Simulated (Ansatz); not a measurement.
BiB (rock salt, Fm-3m) at seven volumes, DFT-r²SCAN in the program Ansatz with PAW potentials, scaled uniformly. One row is withheld.

```
V (Å³/atom)  P (GPa)
-----------  -------
16.526          9.81
17.071          6.04
17.615          2.81
18.160          0.00
18.705             ?
19.250         -4.44
19.795         -6.19
```

Q: Fit the shown pressures and predict the withheld one.

A: P = (3/2)B₀(x^(7/2) − x^(5/2))[1 + (3/4)(B′ − 4)(x − 1)] with x = (V₀/V)^(2/3). Least squares on the six rows gives V₀ = 18.163 Å³/atom, B₀ = 85.8 GPa, B′ = 4.06. At V = 18.705, x = 0.9806 and P = -2.38 GPa. The run itself gave -2.38 GPa.

The cell is a constructed one: a structure type filled with these elements; neither database checked (COD, Materials Project) lists it. Its standing as an ambient phase is unchecked. Symmetry was held in the r²SCAN relaxation; whether a distortion lowers the energy is not shown. Scalar-relativistic: spin–orbit coupling is off unless named, which matters more the heavier the elements.

Potentials: the later of the program's two PAW sets.
